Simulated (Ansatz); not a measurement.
Al2Pt in Ansatz, settings compared

Input:

```yaml
crystal:
  lattice:
    - [0.0, 2.9501491, 2.9501491]
    - [2.9501491, 0.0, 2.9501491]
    - [2.9501491, 2.9501491, 0.0]
  atoms:
    - { symbol: Pt, position: [0.0, 0.0, 0.0] }
    - { symbol: Al, position: [0.25, 0.25, 0.25] }
    - { symbol: Al, position: [0.75, 0.75, 0.75] }
  symmetry: { tolerance: 0.0003 }
kpoints:
  mp_grid: { grid: [5, 5, 5], shift: [0, 0, 0] }
magnetization:
  spin_polarized: false
scf:
  occupations: { method: fermi_dirac, width: 0.0377 }
hamiltonian:
  pseudopotentials: { kind: paw }
  xc: r2scan
basis:
  ecutwfc: 500
output:
  forces: true
  stress: true
  eigenvalues: true
```

The command:

```bash
ansatz run input.yaml --threads 1 --pin off --max-ram 2560MiB --backend cpu --events-out ev --progress --plain --runs-dir out
```

Origin of the cell: a database entry, scaled a little.

Output of this run (shortened):

```
Pseudopotentials: kind: paw
Pseudopotential: Pt, paw, valence charge 18, recommended cutoff 500 eV (meta_gga), Pt.paw.azcp
Pseudopotential: Al, paw, valence charge 3, recommended cutoff 500 eV (meta_gga), Al.paw.azcp
Functional definition: r2SCAN
  exchange = r2scan_x(k0 = k0, k1 = k1, a1 = a1)
  correlation = r2scan_c
Crystal: 3 atoms, lattice volume = 51.353 Å³
Basis set: ecut = 500 eV, 1291 PW (Γ), exchange–correlation on 128×128×128 points (64 copies of the dense FFT grid, shifted against one another)
Bands: 16, of which v1, the nominal top of the filled ones, is band 12 counted from 1 (11 counted from 0)
Symmetry: 48 space group operations
Space group: Fm-3m (ITA 225), of the structure as read, at distance tolerance 1.1e-3 Å
[… 7 lines left out …]
Initial density: superposition of atomic densities (neutral atoms: chi_scale 0, normalization atom), corrected by the library's trained network
Functional: x = r2scan, c = r2scan; τ floored in thin density (d = 2e-4 eV/Å³)
SCF iter   1: F=—  HF=-13620.409584 eV  Δρ=9.36e-3  dr2=6.91e-2  dr2_τ=4.20e-2
SCF iter   2: F=—  HF=-13620.434041 eV  Δρ=3.06e-3  dr2=4.86e-3  dr2_τ=2.53e-3  defer=5
SCF iter   3: F=—  HF=-13620.434532 eV  Δρ=1.81e-3  dr2=1.48e-3  dr2_τ=3.02e-5  defer=5
SCF iter   4: F=—  HF=-13620.434423 eV  Δρ=3.26e-4  dr2=5.41e-5  dr2_τ=4.06e-6  defer=5
SCF iter   5: F=—  HF=-13620.434429 eV  Δρ=4.88e-5  dr2=1.59e-6  dr2_τ=6.61e-7  defer=5
SCF iter   6: F=—  HF=-13620.434430 eV  Δρ=2.20e-5  dr2=4.57e-7  dr2_τ=1.00e-8  defer=5
SCF iter   7: F=-13620.434430 eV  HF=-13620.434430 eV  Δρ=6.53e-6  dr2=5.07e-8  dr2_τ=2.18e-9
SCF 1 converged in 7 iterations: F = -13620.434430 eV  dr2 = 5.07e-8
SCF converged after 7 iterations
Free energy (F): -13620.434430 eV
Harris-Foulkes:  -13620.434430 eV  (|F-HF|=9.72e-9)
Internal energy: -13620.417671 eV  (E = F + TS)
E sigma→0 (E₀):  -13620.426050 eV
Entropy (-TS):   -0.016759 eV (-5.586 meV/atom)
Fermi energy:    11.513375 eV
--- Per-component energies (eV) ---
  E_band       = -328.864764
  E_kinetic    = 687.883711
  E_local      = -2700.336329  (includes V_loc(G=0)·N_el)
  E_nonlocal   = 217.922007
  E_hartree    = 1075.279000
  E_xc         = -326.194183
  E_vxc        = -404.874192  (∫ρ·V_xc dr)
  E_paw        = -10425.940366  (= ΣΔE_a)
  E_vpaw       = -305.179452  (= ΣTr[D̂ρ^β])
  E_aug_tail   = 0.000150  (compensation charges beyond the density's cutoff)
  E_vtau       = 25.169868  (kinetic-family band-sum trace: ∫τ·v_τ [+ j·A + Jᵃ·Aᵃ] dr)
  E_ewald      = -2148.679950
  E_core_change = -0.351711  (= ΣΔE_core)
  E_smearing   = -0.016759  (= −TS)
  Σ components = -13620.434430   (vs F -13620.434430, Δ=0.00e0)
--- Forces (eV/Å), atoms counted from 1 ---
  atom   1  Pt    -0.000000     0.000000     0.000000
  atom   2  Al     0.000000     0.000000     0.000000
  atom   3  Al     0.000000     0.000000     0.000000
  max |Σ_I F_I| component: 3.24e-17 eV/Å
--- Stress (GPa, compression-positive) ---
        0.361804       0.000000      -0.000000
        0.000000       0.361804       0.000000
       -0.000000       0.000000       0.361804
  P = ⅓ Tr σ = 0.3618 GPa (3.618 kbar)
```

The same input was run again with these changes:

1. `hamiltonian.hubbard` default → { sites: [{ species: Pt, l: d, u_eff: 3.0 }], double_counting: amf }; `kpoints.mp_grid.grid` [5, 5, 5] → [2, 2, 2]
2. `scf.eigensolver.kind` default → davidson; `hamiltonian.dispersion` default → d4
3. `hamiltonian.pseudopotentials` { kind: paw } → { kind: nc }; `basis.xc_grid` default → 4; `scf.algorithm` default → density_mixing
4. `scf.n_extra_bands` default → 2

```json
{"run": "base", "end": "converged", "SCF iterations": "7", "P (GPa)": "0.36", "max force component (eV/Å)": "0.000", "gap on mesh (eV)": "none", "moment (μB)": "–", "ΔE(σ→0) (meV/atom)": "0"}
{"run": "1", "end": "converged", "SCF iterations": "7", "P (GPa)": "-3.82", "max force component (eV/Å)": "0.000", "gap on mesh (eV)": "–", "moment (μB)": "–", "ΔE(σ→0) (meV/atom)": "–"}
{"run": "2", "end": "converged", "SCF iterations": "8", "P (GPa)": "-0.84", "max force component (eV/Å)": "0.000", "gap on mesh (eV)": "none", "moment (μB)": "–", "ΔE(σ→0) (meV/atom)": "–"}
{"run": "3", "end": "converged", "SCF iterations": "8", "P (GPa)": "1.18", "max force component (eV/Å)": "0.000", "gap on mesh (eV)": "none", "moment (μB)": "–", "ΔE(σ→0) (meV/atom)": "–"}
{"run": "4", "end": "converged", "SCF iterations": "7", "P (GPa)": "0.36", "max force component (eV/Å)": "0.000", "gap on mesh (eV)": "none", "moment (μB)": "–", "ΔE(σ→0) (meV/atom)": "0.00"}
```

Energies are compared only where functional, datasets, charge and starting cell are the same.

Not properties of the system: run 1 (too coarse or loose: `kpoints.mp_grid.grid` = [2, 2, 2]).

Caveats of the base run: no moments, though an odd count or open d shells may carry them; no spin-orbit coupling, though heavy elements are present; the k mesh is coarse if the cell is a metal.

Run 3: the cutoff lies below the datasets' advice.

The base run ran for 1.5 s on 1 thread of Intel(R) Xeon(R) 6975P-C (Granite Rapids), on a shared host, peak memory 0.49 GiB, from the program's own first density.
